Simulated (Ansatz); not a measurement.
GaNi₃C (anti-perovskite, space group No. 221) under volume change, DFT-PBEsol in the program Ansatz with PAW potentials, scaled uniformly.

| V (Å³/atom) | E − E(relaxed) (meV/atom) | P (GPa) |
|---|---|---|
| 9.471 | [?] | [?] |
| 9.783 | [?] | [?] |
| 10.095 | 6.9 | 7.25 |
| 10.407 | 0.0 | 0.00 |
| 10.719 | 6.2 | -6.13 |
| 11.032 | 23.3 | -11.31 |
| 11.344 | 49.7 | -15.68 |

Some entries are withheld; supply them.


- 9.471, E − E(relaxed) (meV/atom): 69.6
- 9.471, P (GPa): 25.98
- 9.783, E − E(relaxed) (meV/atom): 29.1
- 9.783, P (GPa): 15.83

What does a third-order Birch–Murnaghan fit give for V₀, B₀ and B′?

V₀ = 10.41 Å³/atom, B₀ = 222 GPa, B′ = 4.6.

Space group Pm-3m (anti-perovskite). A made-up cell: these elements were put on the sites of a structure type; the Crystallography Open Database copy checked does not list it. Its standing as an ambient phase is unchecked. Symmetry was held in the PBEsol relaxation; whether a distortion lowers the energy is not shown. The workflow began spin-polarised and lost its moments.

Potentials: the later of the program's two PAW sets.
